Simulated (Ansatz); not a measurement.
## A plane-wave run on BaIr₂

input.yaml (Ansatz 0.2.0)

```yaml
crystal:
  lattice:
    - [2.00497, 3.472705, 0.0]
    - [-2.00497, 3.472705, 0.0]
    - [0.0, 0.0, 5.281191]
  atoms:
    - { symbol: Ir, position: [0.3333, 0.3334, 0.432] }
    - { symbol: Ir, position: [0.6667, 0.6666, 0.568] }
    - { symbol: Ba, position: [0.0, 0.0, 0.0] }
  symmetry: { tolerance: 0.0003 }
kpoints:
  mp_grid: { grid: [10, 10, 7], shift: [0, 0, 0] }
  band_path:
    path:
      - [0.0, 0.0, 0.0]
      - [0.49999987, 0.50000004, 0.0]
      - [0.33333325, 0.66666684, 0.0]
      - [0.0, 0.0, 0.0]
      - [0.0, 0.0, 0.5]
      - [0.49999987, 0.50000004, 0.5]
      - [0.33333325, 0.66666684, 0.5]
      - [0.0, 0.0, 0.5]
      - [0.49999987, 0.50000004, 0.5]
      - [0.49999987, 0.50000004, 0.0]
      - [0.33333325, 0.66666684, 0.5]
    npoints: 6
magnetization:
  spin_polarized: false
scf:
  occupations: { method: fermi_dirac }
  lower_state_search: "off"
  max_iter: 200
hamiltonian:
  pseudopotentials: { kind: paw }
  xc: pbe
basis:
  ecutwfc: 420
  fft_grid_basis: typed
output:
  forces: true
  stress: true
  eigenvalues: true
  bader: true
  populations: true
  elf: true
  write_potential: true
  volumetric_format: npy
  dos:
    e_range: [-12, 8]
    de: 0.05
    projected: { site_lists: { Ba: [Ba], Ir: [Ir] } }
checkpoint:
  read: saved_state
```

The run starts from an earlier solution of this cell. 

Excerpt of what it printed:

```
SCF iter   1: F=—  Δρ=1.68e-3  dr2=2.60e-3
SCF iter   2: F=—  Δρ=8.34e-4  dr2=8.27e-4
SCF iter   3: F=—  Δρ=1.60e-4  dr2=3.03e-5
SCF iter   4: F=—  Δρ=6.03e-5  dr2=5.22e-6
SCF iter   5: F=—  Δρ=2.05e-5  dr2=3.93e-7
SCF iter   6: F=-29819.6657 eV  Δρ=5.48e-6  dr2=3.64e-8
Free energy (F): -29819.6657 eV
Harris-Foulkes:  -29819.6657 eV  (|F-HF|=1.03e-8)
Internal energy: -29819.4995 eV  (E = F + TS)
E sigma→0 (E₀):  -29819.5826 eV
Entropy (-TS):   -0.1662 eV (-55.407 meV/atom)
Fermi energy:    14.5557 eV
--- Per-component energies (eV) ---
  E_band       = -512.1711
  E_kinetic    = 1414.2478
  E_local      = -4606.4927  (includes V_loc(G=0)·N_el)
  E_nonlocal   = 207.4243
  E_hartree    = 1854.2610
  E_xc         = -702.7837
  E_vxc        = -734.1239  (∫ρ·V_xc dr)
  E_paw        = -23674.1442  (= ΣΔE_a)
  E_vpaw       = -501.7573  (= ΣTr[D̂ρ^β])
  E_aug_tail   = 0.0001  (compensation charges beyond the density's cutoff)
  E_ewald      = -4312.0122
  E_smearing   = -0.1662  (= −TS)
--- Forces (eV/Å), atoms counted from 1 ---
  atom   1  Ir     0.0000     0.0000     1.6200
  atom   2  Ir     0.0000     0.0000    -1.6200
  atom   3  Ba     0.0000     0.0000     0.0000
--- Stress (GPa, compression-positive) ---
        8.4380       0.0000       0.0000
        0.0000       8.4380       0.0000
        0.0000       0.0000       0.7289
  P = ⅓ Tr σ = 5.8683 GPa (58.683 kbar)
--- Löwdin populations: 3 sites ---
  site symbol       q [e]
     0     Ir     17.2263
     1     Ir     17.2263
     2     Ba      8.7030
  spilling = 0.0192 (of n_electrons = 44.0000)
--- Bader charges: 3 sites ---
  site symbol  charge [e]  shift [e]
     0     Ir     -0.5735     0.0000
     1     Ir     -0.5735     0.0000
     2     Ba      1.1470     0.0000
```

Origin: a known structure type with other elements, at an estimated volume, so it need not be a known compound. Caveats: many states at the Fermi level without spin polarisation, so a magnetic state may lie lower; atoms or cell far from equilibrium.
